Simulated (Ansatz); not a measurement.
```yaml
crystal:
  lattice:
    - [0.0, 3.039171817, 3.039171817]
    - [3.039171817, 0.0, 3.039171817]
    - [3.039171817, 3.039171817, 0.0]
  atoms:
    - { symbol: Os, position: [0.0, 0.0, 0.0], spin: 1.0 }
    - { symbol: Te, position: [0.25, 0.25, 0.25] }
basis:
  ecutwfc: 420
  ecutrho_ratio: 4
kpoints:
  mp_grid: { grid: [6, 6, 6] }
hamiltonian:
  xc: pbe
scf:
  occupations: { method: gaussian, width: 0.05 }
output:
  forces: true
  stress: true
  eigenvalues: true
  populations: true
magnetization:
  spin_polarized: true
```

Problem. What does this Ansatz input ask for?

Solution. It asks for a single-point calculation of OsTe with PBE (scalar-relativistic), a cutoff of 420 eV (density cutoff 4 times that), a Γ-centred 6×6×6 mesh and Gaussian smearing of 0.05 eV, with collinear spin, starting moments 1.00, 0.00 μB on the atoms in order. Forces, stress and eigenvalues are wanted, and also Löwdin populations.

Problem. How large is the problem?

Solution. 32 valence electrons, 1067 plane waves at Γ, 24 symmetry operations and 16 irreducible k-points; it took 12 SCF iterations in all.

The start was a prototype's sites filled with these elements, not a measured cell.
